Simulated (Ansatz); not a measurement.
The elements of this relaxed trial crystal are hidden behind letters.

```
lattice vectors (Å)
   2.7225    0.0000    0.0000
  -1.3613    2.3578    0.0000
   0.0000    0.0000    6.8815
fractional positions
X 0.3333 0.6667 0.3008
X 0.6667 0.3333 0.6992
Z 0.0000 0.0000 0.0000
```

Level of theory: DFT PBE, scalar-relativistic, plane waves, PAW in Ansatz. Settings of the last relaxation (3-atom cell): 420 eV, 21×21×8 k points, Gaussian smearing of 0.10 eV, no spin polarisation.

| Quantity | Value |
| --- | --- |
| Space group | P-3m1 (No. 164) |
| Conventional cell | a = 2.723 Å, c = 6.882 Å |
| Volume per atom | 14.72 Å³ |
| Density | 4.39 g/cm³ |
| Energy over the elements | −0.13 eV/atom |
| Gap on the 21×21×8 mesh of the 3-atom cell | 0 eV (a metal) |

Energies are uncorrected and count from the elements' standard states at the same level.

Q: X is an s-block element of period 2 and Z is a d-block element of period 5. Which elements are they?

A: X = Li, Z = Rh, so the formula is Li2Rh. Density times volume gives a mean mass of 4.39 × 14.72/1.6605 = 38.9 u per atom, and this set has 38.9 u. Among the elements that the hints allow, only these give it. Around Li lie 3 Rh at 2.60 Å, 6 Li at 2.72 Å and 3 Li at 3.16 Å; Rh is surrounded by 6 Li at 2.60 Å and 6 Rh at 2.72 Å.

A later test with randomly moved atoms came back to the same energy, though modes that don't fit the test's cell weren't probed.
